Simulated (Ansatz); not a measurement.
**Relaxing a structure of Sr**

The start is a generated trial cell of Sr in the AFLOW prototype A_hR2_166_c (A7, as in As). The cell and all atomic positions are relaxed at zero pressure with r2SCAN (plane waves to 500 eV, PAW, scalar-relativistic; Ansatz, a program for electronic structure). The first steps use a coarse 8×8×8 k-mesh.

The start:
```
CELL_PARAMETERS angstrom
      2.59596     1.49878     4.81388
     -2.59596     1.49878     4.81388
      0.00000    -2.99755     4.81388
ATOMIC_POSITIONS crystal
  Sr 0.22754 0.22754 0.22754
  Sr 0.77246 0.77246 0.77246
```

- Outcome = The space group goes from R-3m (No. 166) to Fm-3m (No. 225); the end is fcc (Cu type), with 1 atom in the primitive cell
- Energy released = 0.59 eV/atom
- Volume change = +1.1 %, from 56.19 to 56.78 Å³/atom
- Band gap at the end = zero (metallic)
- Optimiser moves = 17

The end point of the relaxation:

```cif
data_Sr4
_chemical_formula_sum 'Sr4'
_space_group_name_H-M_alt 'Fm-3m'
_space_group_IT_number 225
_space_group_name_Hall '-F 4 2 3'
_cell_length_a 6.10131
_cell_length_b 6.10131
_cell_length_c 6.10131
_cell_angle_alpha 90.000
_cell_angle_beta 90.000
_cell_angle_gamma 90.000
loop_
_atom_site_label
_atom_site_type_symbol
_atom_site_symmetry_multiplicity
_atom_site_Wyckoff_symbol
_atom_site_fract_x
_atom_site_fract_y
_atom_site_fract_z
_atom_site_occupancy
Sr1 Sr 4 b 0.50000 0.50000 0.50000 1
```
(The calculation used a cell of 1 atom; values per cell refer to that cell.)

Final values are on a 13×13×13 k-mesh of the relaxed cell. No spin polarisation in the result.

The run could not lose the symmetry of its start.
